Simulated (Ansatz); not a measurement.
AuSb2 (space group Pa-3)

```
CELL_PARAMETERS angstrom
      6.67437     0.00000     0.00000
      0.00000     6.67437     0.00000
      0.00000     0.00000     6.67437
ATOMIC_POSITIONS crystal
  Sb 0.37503 0.12497 0.87503
  Sb 0.62497 0.87503 0.12497
  Sb 0.12497 0.87503 0.37503
  Sb 0.87503 0.12497 0.62497
  Sb 0.87503 0.37503 0.12497
  Sb 0.12497 0.62497 0.87503
  Sb 0.62497 0.62497 0.62497
  Sb 0.37503 0.37503 0.37503
  Au 0.00000 0.50000 0.50000
  Au 0.50000 0.50000 0.00000
  Au 0.50000 0.00000 0.50000
  Au 0.00000 0.00000 0.00000
```

Equation-of-state scan: isotropic scaling of the cell above, V₀ being its volume. The atoms relax within the cell's symmetry.

All values below come from PBEsol (plane waves to 420 eV, PAW, scalar-relativistic; Ansatz, an electronic-structure program). k mesh 6×6×6 (Γ-centred), Fermi-Dirac smearing 0.05 eV. Compression counts positive. AuSb2 was relaxed with its symmetry unable to fall. Spin-orbit coupling is left out, though Au and Sb are heavy.

At one point of the scan the stress tensor (GPa) is:

```
   15.3      0.0      0.0
    0.0     15.3      0.0
    0.0      0.0     15.3
```

Question: Which point is it?
(A) V/V₀ = 0.880
(B) V/V₀ = 0.960
(C) V/V₀ = 0.840
(D) V/V₀ = 0.920

Answer: A, V/V₀ = 0.880

(A scan under strain: stresses follow from slopes of the energy per volume, elastic moduli from its curvatures.)
